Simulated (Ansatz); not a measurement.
Structures of KCd2: which is lowest?

Plane-wave DFT in Ansatz with scalar-relativistic PAW potentials, cutoff 420 eV, Γ-centred meshes chosen by cell and gap, Gaussian smearing with energies taken to zero width. Every cell was relaxed (cell and atoms) in a run of its own, within the symmetry of its start. Functional: PBE.

Relaxed structures (starts from databases or built by putting these elements on another compound's sites):
A. P4_2/mnm, 6 atoms in the computed cell, a = 6.918 Å, c = 6.775 Å; sites (symmetry × multiplicity) K m.mm × 2, Cd m.2m × 4; start: built
B. I4/mmm, 3 atoms in the computed cell, a = 4.047 Å, c = 12.362 Å; sites (symmetry × multiplicity) K 4/mmm × 2, Cd 4mm × 4; start: built

Q: Rank them by energy. Could pressure change the order?

A:
```tsv
structure	group	E − E(lowest) (meV/atom)	V (Å³/atom)	gap on mesh (eV)
B	I4/mmm	0.0	33.74	0.00
A	P4_2/mnm	323	54.04	0.00
```

B is lowest, 323 meV/atom under A. The lowest is also the densest of these, so pressure wouldn't bring one of the others in at first order. Other structures may lie lower than all of these, and vibrations aren't counted.